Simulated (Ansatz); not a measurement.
CdSe2:
Space group Pa-3 (No. 205); a = b = c = 6.6794 Å, α = β = γ = 90.00°

```csv
atom,site,symmetry,x,y,z
Cd,4a,.-3.,0.0000,0.0000,0.0000
Se,8c,.3.,0.3975,0.3975,0.3975
```

Relaxed with r²SCAN.

Which orbitals make up the states near the band edges in plane-wave PAW r²SCAN (Ansatz code)?

Top 1 eV of the valence band: Se 4p 93 %. Bottom 1 eV of the conduction band: Se 4p 75 %, Cd 5s 9 %, Se 4s 7 %, outside the projected shells 8 %. Projections are on Löwdin-orthogonalised atomic valence shells; empty p or d shells of many metals are not among them.

Tabulate the density of states.

States/eV per cell of 12 atoms, in 0.25 eV bins, energy from the valence-band maximum.

```csv
E (eV),total,Se 4p,Cd 5s,Se 4s
-7.85,0.00,0.00,0.00,0.00
-7.60,0.00,0.00,0.00,0.00
-7.35,0.00,0.00,0.00,0.00
-7.10,0.00,0.00,0.00,0.00
-6.85,0.00,0.00,0.00,0.00
-6.60,0.00,0.00,0.00,0.00
-6.35,0.00,0.00,0.00,0.00
-6.10,0.00,0.00,0.00,0.00
-5.85,0.00,0.00,0.00,0.00
-5.60,7.34,5.94,1.10,0.08
-5.35,11.53,9.08,1.87,0.22
-5.10,12.14,9.01,2.43,0.34
-4.85,0.98,0.70,0.24,0.02
-4.60,9.58,8.29,0.35,0.52
-4.35,6.90,5.78,0.42,0.41
-4.10,6.29,5.38,0.35,0.32
-3.85,7.35,6.39,0.35,0.34
-3.60,7.18,6.43,0.23,0.26
-3.35,7.77,7.04,0.21,0.21
-3.10,7.20,6.46,0.24,0.18
-2.85,9.94,8.97,0.28,0.23
-2.60,6.64,6.02,0.23,0.09
-2.35,4.27,3.81,0.22,0.04
-2.10,4.80,4.28,0.23,0.05
-1.85,11.15,10.08,0.39,0.08
-1.60,5.86,5.38,0.13,0.03
-1.35,9.77,8.99,0.15,0.06
-1.10,7.76,7.12,0.12,0.05
-0.85,6.45,5.97,0.06,0.03
-0.60,5.35,4.99,0.03,0.02
-0.35,3.12,2.92,0.01,0.01
-0.10,0.62,0.58,0.00,0.00
0.15,0.00,0.00,0.00,0.00
0.40,0.00,0.00,0.00,0.00
0.65,0.00,0.00,0.00,0.00
0.90,0.00,0.00,0.00,0.00
1.15,2.47,1.33,0.67,0.32
1.40,4.40,2.90,0.71,0.41
1.65,10.05,7.85,0.67,0.64
1.90,12.61,10.09,0.73,0.80
2.15,2.47,2.08,0.08,0.14
2.40,0.07,0.05,0.01,0.00
2.65,4.62,1.95,2.00,0.18
2.90,6.21,2.55,2.83,0.18
3.15,5.30,2.10,2.49,0.09
3.40,7.01,2.83,3.15,0.08
3.65,4.93,1.98,2.14,0.05
3.90,2.29,0.90,1.03,0.03
4.15,1.23,0.48,0.57,0.02
4.40,0.34,0.13,0.16,0.00
4.65,0.29,0.01,0.00,0.00
4.90,2.08,0.08,0.03,0.01
5.15,10.06,0.41,0.12,0.03
5.40,6.56,0.28,0.12,0.02
5.65,7.87,0.31,0.14,0.02
5.90,7.09,0.26,0.12,0.01
```

The first step of the workflow began from a Materials Project structure, measured or hypothetical; the Crystallography Open Database copy checked does not list it. Whether it is the stable phase at ambient conditions was not checked. The r²SCAN relaxation kept the symmetry of its start; whether a distortion lowers the energy is not shown. Spin–orbit coupling is left out wherever it is not named.

Potentials: the later of the program's two PAW sets.
